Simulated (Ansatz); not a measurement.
MoRu (rock salt, space group No. 225) at seven volumes, plane-wave PAW PBE (Ansatz code), scaled uniformly. One row is withheld.

| V (Å³/atom) | P (GPa) |
|---|---|
| 15.100 | 24.92 |
| 15.597 | 15.24 |
| 16.095 | 7.00 |
| 16.593 | 0.00 |
| 17.091 | -5.95 |
| 17.589 | ? |
| 18.086 | -15.27 |

Fit the shown pressures and predict the withheld one.

P = (3/2)B₀(x^(7/2) − x^(5/2))[1 + (3/4)(B′ − 4)(x − 1)] with x = (V₀/V)^(2/3). Least squares on the six rows gives V₀ = 16.593 Å³/atom, B₀ = 214 GPa, B′ = 4.42. At V = 17.589, x = 0.9619 and P = -10.97 GPa. The run itself gave -11.00 GPa.

Space group Fm-3m (rock salt). The start of the workflow was typed in or built on a structure type; neither database checked (COD, Materials Project) lists it. Its standing as an ambient phase is unchecked. The PBE relaxation kept the symmetry of its start; whether a distortion lowers the energy is not shown. No spin polarisation was allowed. Its formation energy is positive at this level, so the cell may be metastable or incomplete.

Potentials: the earlier of the program's two PAW sets.
